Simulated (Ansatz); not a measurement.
This run works on a proposed trial structure, not on a known crystal.

Input and command of a plane-wave DFT calculation in Ansatz:

```yaml
crystal:
  lattice:
    - [3.5800181413, 0.0, 0.0]
    - [0.0, 3.5800181413, 0.0]
    - [0.0, 0.0, 20.1545827751]
  atoms:
    - { symbol: Ta, position: [0.0, 0.5, 0.9679147117] }
    - { symbol: Ta, position: [0.5, 0.0, 0.0320852883] }
    - { symbol: In, position: [0.0, 0.5, 0.555160925] }
    - { symbol: In, position: [0.5, 0.0, 0.444839075] }
    - { symbol: In, position: [0.0, 0.5, 0.1176289975] }
    - { symbol: In, position: [0.5, 0.0, 0.8823710025] }
    - { symbol: In, position: [0.0, 0.5, 0.7827122489] }
    - { symbol: In, position: [0.5, 0.0, 0.669984633] }
    - { symbol: In, position: [0.5, 0.0, 0.2172877511] }
    - { symbol: In, position: [0.0, 0.5, 0.330015367] }
basis:
  ecutwfc: 420
kpoints:
  mp_grid: { grid: [10, 10, 2] }
hamiltonian:
  xc: pbe
scf:
  occupations: { method: gaussian, width: 0.1 }
output:
  forces: true
  stress: true
  eigenvalues: true
relax:
  adjacent_minimum: "off"
  f_tol: 0.01
  max_steps: 30
  cell: { stress_tol: 0.1, fix: [volume] }
```

```bash
ansatz run input.yaml --threads 1 --pin off --max-ram 2560MiB --backend cpu --events-out ev --progress --plain --runs-dir out
```

Processor: Arm Neoverse V2, 1 thread, on a host shared with other jobs.

Question: How long does it run, and how much memory does it take?

Answer: About 4.5 min, peak memory 0.86 GiB. It solves 78 bands at 42 k points (after reduction by symmetry) with about 5007 plane waves, in 42 SCF iterations over 6 ionic steps.
